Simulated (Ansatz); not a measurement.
The start is a generated cell, TiAl built in the AFLOW prototype AB_oP8_62_c_c (B27, as in FeB). The cell and all atomic positions are relaxed at zero pressure with PBEsol (plane waves to 420 eV, PAW, scalar-relativistic; Ansatz, a quantum-chemistry and plane-wave program). The first steps use a coarse 5×9×7 k-mesh.

Input geometry:
```yaml
crystal:
  lattice:
    - [6.77777, 0.00000, 0.00000]
    - [0.00000, 3.63373, 0.00000]
    - [0.00000, 0.00000, 4.99915]
  atoms:
    - { symbol: Ti, position: [0.82000, 0.25000, 0.12500] }
    - { symbol: Ti, position: [0.32000, 0.25000, 0.37500] }
    - { symbol: Ti, position: [0.18000, 0.75000, 0.87500] }
    - { symbol: Ti, position: [0.68000, 0.75000, 0.62500] }
    - { symbol: Al, position: [0.12500, 0.25000, 0.69000] }
    - { symbol: Al, position: [0.62500, 0.25000, 0.81000] }
    - { symbol: Al, position: [0.87500, 0.75000, 0.31000] }
    - { symbol: Al, position: [0.37500, 0.75000, 0.19000] }
```

Q: How much energy is released per atom?

A: About 2.8 eV/atom.

Q: How does the volume per atom move from start to end?

A: +8.9 %, from 15.39 to 16.77 Å³/atom.

Q: How do the shortest distances between atoms change?

A: The closest pairs of elements (up to four, under 3.6 Å), start → end: Al–Ti 2.06 → 2.68 Å; Al–Al 3.13 → 2.54 Å; Ti–Ti 3.23 → 3.30 Å.

Q: Give the final cell and atomic positions.

A: 
Space group Pnma (No. 62); a = 6.6403 Å, b = 3.8374 Å, c = 5.2641 Å, α = β = γ = 90.00°

```
atom  site  symmetry       x       y       z
----  ----  --------  ------  ------  ------
Ti      4c       .m.  0.1739  0.2500  0.1289
Al      4c       .m.  0.0441  0.2500  0.6477
```

The space group stays Pnma (No. 62) (the run could not lower it), with 8 atoms in the primitive cell. Final values are on a 7×12×9 k-mesh of the relaxed cell. The start holds a very short contact (Al–Ti 2.06 Å). No spin polarisation in the result.

The run could not lose the symmetry of its start: the end is stationary, and may be a saddle point rather than a minimum.

The relaxed structure here is a generated cell of TiAl: the first start was made by placing the elements on the sites of a structure type, and the end was not matched to a known phase here, so it may be hypothetical. Known forms of TiAl include space group No. 123.
